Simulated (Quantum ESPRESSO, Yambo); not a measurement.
YHSe (space group P-6m2, No. 187) under isotropic strain (on all lattice vectors), counted from the cell relaxed with PBEsol, atoms relaxed at each step. PBEsol (Quantum ESPRESSO, PseudoDojo norm-conserving, 86 Ry, no spin-orbit coupling); G0W0 in Yambo (6×6×4 Γ-centred k mesh, bands 7 to 96 and a 8 Ry block in the screening, 96 bands in G with the Bruneval-Gonze terminator, plasmon pole fitted at 27.2 eV).

```
strain s (%)  PBEsol direct gap at A (eV)  G0W0 direct gap at A (eV)
------------  ---------------------------  -------------------------
-3                                  1.711                      3.247
-1.5                                1.740                      3.320
-0.7                                1.753                      3.336
0                                   1.763                      3.351
+1                                  1.775                      3.366
+2                                      ?                          ?
```

Question: Fit a parabola in s to each column by least squares and predict the withheld row.

Answer: PBEsol: E = 1.763 + 0.0133 s − 0.0013 s² (largest residual 0 meV), giving 1.784 eV at s = +2; the run gave 1.784 eV, a miss of 0 meV. G0W0: E = 3.354 + 0.0167 s − 0.0061 s² (largest residual 5 meV), giving 3.363 eV at s = +2; the run gave 3.381 eV, a miss of 18 meV. The withheld row lies outside the fitted range, so this is an extrapolation. The GW settings are held fixed; their convergence isn't established. The screening block changes size along the series (121 vectors at -3 %, 145 vectors at -1.5 %, 145 vectors at -0.7 %, 151 vectors at +0 %, 151 vectors at +1 %, 151 vectors at +2 %), which puts steps into the G0W0 values. Spin-orbit splittings are left out.

The standard potential for Se keeps a d shell in the valence without the s and p states of that shell. In tests on such compounds this moved G0W0 gaps by up to about 0.9 eV, so absolute quasiparticle energies here are unreliable; differences between settings are what counts.

The structure is a Materials Project entry; no match was found in the copy of COD used, and its stability was not checked.
